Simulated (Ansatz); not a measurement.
Data:

In:
Space group Fd-3m, origin choice 1 (No. 227); a = b = c = 6.566 Å, α = β = γ = 90.00°

| atom | site | symmetry | x | y | z |
|---|---|---|---|---|---|
| In | 8b | -43m | 0.5000 | 0.5000 | 0.5000 |
(The calculation used a cell of 2 atoms; values per cell refer to that cell.)

This is the PBEsol-relaxed structure.

Question: All from PBEsol in the plane-wave PAW code Ansatz, unless another level is named. Predict the highest zone-centre frequency.

Answer: 126 cm⁻¹.

Question: Give the bulk modulus (Birch–Murnaghan fit).

Answer: 27.4 GPa.

The start of the workflow was typed in or built on a structure type; neither database checked (COD, Materials Project) lists it. It is not the phase usual at ambient conditions (space group No. 139). The cell was relaxed with PBEsol under the symmetry of its start. At this level the phase is mechanically unstable. The volume moved by -16 % from the start of the relaxation. As this level gives no gap, phonon frequencies hold no LO–TO term and depend on the k-mesh and smearing (Fermi–Dirac, 0.1 eV here).

Potentials: the earlier of the program's two PAW sets. The files were generated under PBE; for other functionals the program regenerates the frozen cores, and for LDA and PBEsol the local potential too.
